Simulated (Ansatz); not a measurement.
Values for one crystal, relaxed and computed with plane-wave PAW r²SCAN (Ansatz code); other levels are named.

- Volume per atom = 19.88 Å³
- Band gap = 2.65 eV (indirect)
- Electron effective mass = 0.40, 0.54, 1.0 mₑ (principal values)
- Pressure derivative B′ = 4.3
- Bulk modulus (Birch–Murnaghan fit) = 34.5 GPa
- Conduction-band minimum = on the H–A line, 48 % of the way from H (6 equivalent valleys)
- Smallest direct gap on the standard path = 3.24 eV

### Question
Which of these materials gives this?
(A) BaMg2FeH8, P-3m1 (Pearson symbol hP12)
(B) SrAs2O6, P-31m (Sr on 1a, As on 2d, O on 6k)
(C) Rb2H4Pt, P4_2/mnm (Rb on 4d, H on 4e, H on 4f, Pt on 2a)
(D) Sr2H3I, P-3m1 (Sr on 2d, H on 1b, H on 2d, I on 1a)

### Answer
D, Sr2H3I, P-3m1 (Sr on 2d, H on 1b, H on 2d, I on 1a)

The first step of the workflow began from a Materials Project structure, measured or hypothetical; the Crystallography Open Database copy checked does not list it. Its standing as an ambient phase is unchecked. Symmetry was held in the r²SCAN relaxation; its stability against distortions is not shown here. Spin–orbit coupling is left out wherever it is not named.

Potentials: the later of the program's two PAW sets.
